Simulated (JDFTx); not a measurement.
An input for a modified build of JDFTx (Ta(100), linear PCM (GLSSA13), water, 1 M NaCl; bohr, hartree) and the course of its log:

```
lattice \
  6.2547289109 0.0000000000 0.0000000000 \
  0.0000000000 6.2547289109 0.0000000000 \
  0.0000000000 0.0000000000 42.7078104165
coords-type Lattice
ion Ta 0.0000000000 0.0000000000 -0.1464539820 0
ion Ta 0.5000000000 0.5000000000 -0.0732269910 0
ion Ta 0.0000000000 0.0000000000 0.0000000000 0
ion Ta 0.5000000000 0.5000000000 0.0732269910 0
ion Ta 0.0000000000 0.0000000000 0.1464539820 0
ion-species pseudo/ta_pbe_v1.upf
elec-cutoff 20 100
elec-ex-corr gga-PBE
coulomb-interaction Slab 001
coulomb-truncation-embed 0 0 0
kpoint-folding 6 6 1
elec-smearing Fermi 0.01
elec-n-bands 45
electronic-scf nIterations 100 energyDiffThreshold 1e-08
fluid LinearPCM
pcm-variant GLSSA13
fluid-solvent H2O
fluid-cation Na+ 1
fluid-anion Cl- 1
fluid-minimize nIterations 400 knormThreshold 1e-11
wavefunction read vac.wfns
elec-initial-eigenvals vac.eigenvals
dump-name f0.$VAR
dump End State Ecomponents EigStats BandEigs Forces ElecDensity IonicPositions Fillings Kpoints Dtot FluidDebug BoundCharge FluidDensity
```

```
[one cycle in 5 is shown, and the last three; fluid-solver lines are left out]
	FillingsUpdate:  mu: -0.131742643  nElectrons: 65.000000
SCF: Cycle:  0   F: -293.332651622707374   dF: +1.917e-04   |Residual|: 3.934e-03   |deigs|: 8.475e-05
	FillingsUpdate:  mu: -0.126222660  nElectrons: 65.000000
SCF: Cycle:  5   F: -293.333063986195214   dF: -6.055e-06   |Residual|: 2.440e-04   |deigs|: 1.372e-03
	FillingsUpdate:  mu: -0.125686088  nElectrons: 65.000000
SCF: Cycle: 10   F: -293.333064882627525   dF: -1.680e-07   |Residual|: 5.958e-05   |deigs|: 3.621e-05
	FillingsUpdate:  mu: -0.125703177  nElectrons: 65.000000
SCF: Cycle: 15   F: -293.333064916872615   dF: +3.718e-08   |Residual|: 3.807e-05   |deigs|: 3.182e-05
	FillingsUpdate:  mu: -0.125721164  nElectrons: 65.000000
SCF: Cycle: 20   F: -293.333064920420554   dF: +3.808e-08   |Residual|: 3.446e-05   |deigs|: 2.528e-05
	FillingsUpdate:  mu: -0.125704962  nElectrons: 65.000000
SCF: Cycle: 25   F: -293.333064958524176   dF: -1.026e-07   |Residual|: 1.257e-05   |deigs|: 2.582e-05
	FillingsUpdate:  mu: -0.125721074  nElectrons: 65.000000
SCF: Cycle: 30   F: -293.333064852214420   dF: +1.027e-07   |Residual|: 5.124e-05   |deigs|: 1.283e-05
	FillingsUpdate:  mu: -0.125711235  nElectrons: 65.000000
SCF: Cycle: 35   F: -293.333064955131647   dF: -5.435e-08   |Residual|: 1.897e-05   |deigs|: 2.365e-05
	FillingsUpdate:  mu: -0.125703801  nElectrons: 65.000000
SCF: Cycle: 40   F: -293.333064961933701   dF: -8.490e-08   |Residual|: 3.439e-06   |deigs|: 1.514e-05
	FillingsUpdate:  mu: -0.125704395  nElectrons: 65.000000
SCF: Cycle: 45   F: -293.333064962029709   dF: +7.390e-12   |Residual|: 3.219e-06   |deigs|: 1.731e-07
	FillingsUpdate:  mu: -0.125704253  nElectrons: 65.000000
SCF: Cycle: 50   F: -293.333064961786931   dF: +5.815e-11   |Residual|: 2.814e-06   |deigs|: 8.323e-07
	FillingsUpdate:  mu: -0.125704269  nElectrons: 65.000000
SCF: Cycle: 55   F: -293.333064961790512   dF: +1.342e-11   |Residual|: 1.650e-06   |deigs|: 1.511e-08
	FillingsUpdate:  mu: -0.125704194  nElectrons: 65.000000
SCF: Cycle: 60   F: -293.333064961741741   dF: +2.763e-11   |Residual|: 1.252e-06   |deigs|: 7.315e-07
	FillingsUpdate:  mu: -0.125704129  nElectrons: 65.000000
SCF: Cycle: 65   F: -293.333064961699279   dF: +8.356e-12   |Residual|: 1.210e-06   |deigs|: 6.837e-08
	FillingsUpdate:  mu: -0.125685623  nElectrons: 65.000000
SCF: Cycle: 70   F: -293.333064648892730   dF: +3.438e-08   |Residual|: 8.437e-05   |deigs|: 2.522e-06
	FillingsUpdate:  mu: -0.125690989  nElectrons: 65.000000
SCF: Cycle: 75   F: -293.333064772207024   dF: -2.436e-08   |Residual|: 6.463e-05   |deigs|: 1.523e-06
	FillingsUpdate:  mu: -0.125696977  nElectrons: 65.000000
SCF: Cycle: 80   F: -293.333064853166832   dF: +6.942e-08   |Residual|: 5.317e-05   |deigs|: 3.266e-05
	FillingsUpdate:  mu: -0.125722309  nElectrons: 65.000000
SCF: Cycle: 85   F: -293.333064930644980   dF: +2.898e-08   |Residual|: 2.529e-05   |deigs|: 1.529e-05
	FillingsUpdate:  mu: -0.125707961  nElectrons: 65.000000
SCF: Cycle: 90   F: -293.333064953841870   dF: -7.952e-08   |Residual|: 1.248e-05   |deigs|: 3.430e-05
	FillingsUpdate:  mu: -0.125675344  nElectrons: 65.000000
SCF: Cycle: 95   F: -293.333064638312464   dF: +3.037e-07   |Residual|: 8.555e-05   |deigs|: 6.004e-05
	FillingsUpdate:  mu: -0.125728814  nElectrons: 65.000000
SCF: Cycle: 97   F: -293.333064956716441   dF: -2.601e-08   |Residual|: 1.170e-05   |deigs|: 2.276e-05
	FillingsUpdate:  mu: -0.125686701  nElectrons: 65.000000
SCF: Cycle: 98   F: -293.333064769432667   dF: +1.873e-07   |Residual|: 6.670e-05   |deigs|: 4.535e-05
	FillingsUpdate:  mu: -0.125712755  nElectrons: 65.000000
SCF: Cycle: 99   F: -293.333064958756552   dF: -1.893e-07   |Residual|: 8.747e-06   |deigs|: 2.855e-05
SCF: None of the convergence criteria satisfied after 100 iterations.
IonicMinimize: Iter:   0  F: -293.333064958756552  |grad|_K:  0.000e+00
IonicMinimize: Converged (|grad|_K<1.000000e-04).
```

This run gave no converged result. The loop ran out of cycles short of its threshold. It has stalled and not diverged: the last ten energies span 3e-07 Ha, so the total is near its end, but levels, forces and charges aren't shown converged.
